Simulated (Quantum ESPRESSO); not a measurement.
# Ru2TiRh4Ta: different elements on one site, starting from this cell

A calculation, not a measurement. The program is pw.x of Quantum ESPRESSO 7.5 (plane-wave density functional theory). The cell is made up: eight metal atoms on a hexagonal close-packed lattice, with elements, volume, strain and displacements drawn at random and not relaxed, so it may be unstable or far from any real phase. PseudoDojo standard norm-conserving files set the functional (PBE unless stated); there is no spin polarisation or spin-orbit coupling, the Fermi-Dirac width of 0.25 eV means electrons at about 2900 K, and the masses in the input are unused placeholders. Heavy elements are run without spin-orbit coupling, which real alloys of them have. A spin test at this wide smearing found no moment, but such smearing suppresses magnetism that the real alloy may have.

The runs put different elements on site 2. Cell, positions, cutoff, mesh and smearing stay as in the input of run 1; sites are counted in its order. Stress in the tables is positive in tension.

Input of run 1:

```
&control calculation='scf', pseudo_dir='./dojo.nc.sr.pbe.v0_5.standard.upf', outdir='./o', disk_io='minimal', tprnfor=.true., tstress=.true. /
&system ibrav=0, nat=8, ntyp=4, nbnd=81, ecutwfc=87.97787729, nosym=.true., tot_charge=0,
 occupations='smearing', smearing='fd', degauss=0.0183746611
/
&electrons conv_thr=1.470e-08, electron_maxstep=70, mixing_beta=0.5 /
ATOMIC_SPECIES
Rh 1.0 Rh.upf
Ru 1.0 Ru.upf
Ta 1.0 Ta.upf
Ti 1.0 Ti.upf
CELL_PARAMETERS angstrom
0.0181 -0.0132 4.5176
5.3972 -0.0671 0.0222
-2.7567 4.6585 -0.0252
ATOMIC_POSITIONS angstrom
Ru 0.0508 -0.1671 0.1168
Ti -1.3463 2.4814 -0.0162
Rh 2.6766 -0.0396 -0.0114
Ta 1.3606 2.0957 0.1939
Rh -0.0184 1.4784 2.2252
Ru -1.3838 3.9345 2.2248
Rh 2.5771 1.4327 2.1925
Rh 1.3728 3.9185 2.2258
K_POINTS automatic
5 5 5 1 1 1
```

```
run  elements on sites 1 to 8  -TS (eV)  pressure (GPa)  stress xx (GPa)  stress yy (GPa)  stress zz (GPa)  stress yz (GPa)  stress xz (GPa)  stress xy (GPa)  iterations
  1   Ru Ti Rh Ta Rh Ru Rh Rh    -1.451           18.87           -26.61           -22.73            -7.28             0.28             1.01            -3.85          17
  2    Ru W Rh Ta Rh Ru Rh Rh    -1.384           21.76           -28.16           -29.37            -7.76             0.70             0.88            -4.24          17
  3   Ru Mo Rh Ta Rh Ru Rh Rh    -1.443           20.35           -25.66           -28.31            -7.09             0.77             0.88            -4.41          19
  4   Ru Pd Rh Ta Rh Ru Rh Rh    -1.610           18.70           -21.28           -27.57            -7.23             0.74             1.17            -3.28          20
  5   Ru Al Rh Ta Rh Ru Rh Rh    -1.434           16.04           -23.93           -18.07            -6.11             0.38             1.07            -3.43          18
```

Forces Fx Fy Fz (eV/Å):

```
site             run 1             run 2              run 3             run 4             run 5
   1  -1.51 0.81 -1.65  -1.74 1.49 -1.66   -1.48 1.37 -1.59  -1.31 2.33 -1.54  -1.30 0.96 -1.77
   2  0.15 -1.61 -0.27  0.09 -2.83 -0.31  -0.02 -2.61 -0.26  0.40 -3.71 -0.41  0.32 -1.82 -0.30
   3  2.17 -0.88 -0.20  2.35 -0.46 -0.24   2.16 -0.47 -0.24   1.77 0.05 -0.28  2.00 -0.72 -0.23
   4  -0.88 2.09 -2.14  -0.96 2.58 -2.45   -0.93 2.48 -2.41  -0.93 2.05 -2.18  -0.76 1.98 -2.18
   5   -0.89 1.39 1.12   -1.10 1.30 1.25    -1.00 1.26 1.20   -0.82 1.08 1.07   -1.31 1.53 1.16
   6  -0.29 -1.48 0.51  -0.10 -1.65 0.57   -0.11 -1.59 0.50  -0.24 -1.38 0.65  -0.34 -1.71 0.69
   7    2.66 1.42 1.65    2.95 1.37 1.87     2.86 1.34 1.82    2.52 1.24 1.69    2.85 1.42 1.64
   8  -1.41 -1.73 0.98  -1.49 -1.78 0.96   -1.47 -1.78 0.96  -1.41 -1.66 1.00  -1.47 -1.64 0.99
```

Energies are left out, as each element's file has its own zero. A rerun of one cell of this series at a higher cutoff and on a denser mesh moved values by no more than 0.003 eV in energy, 0.11 GPa in stress and 0.019 eV/Å in force, and a second program with other atomic files agreed on that cell to 2 % rms in force and 0.5 GPa in pressure.